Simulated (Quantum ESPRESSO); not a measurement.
Space group P6₃mc (No. 186); a = 3.0762 Å, b = 3.0762 Å, c = 5.0482 Å, α = 90.00°, β = 90.00°, γ = 120.00°

```
atom  site  symmetry       x       y       z
----  ----  --------  ------  ------  ------
C       2b       3m.  0.6667  0.3333  0.3754
Si      2b       3m.  0.3333  0.6667  0.4996
```

Cell and atoms were relaxed with PBEsol from Materials Project entry mp-7140, within its symmetry.

Problem. What does norm-conserving PBEsol (Quantum ESPRESSO, 82 Ry, without SOC) give for the electronic structure near the Fermi level?

Solution. The PBEsol gap is indirect, 2.12 eV, from Γ to K; the smallest direct gap is 3.86 eV.
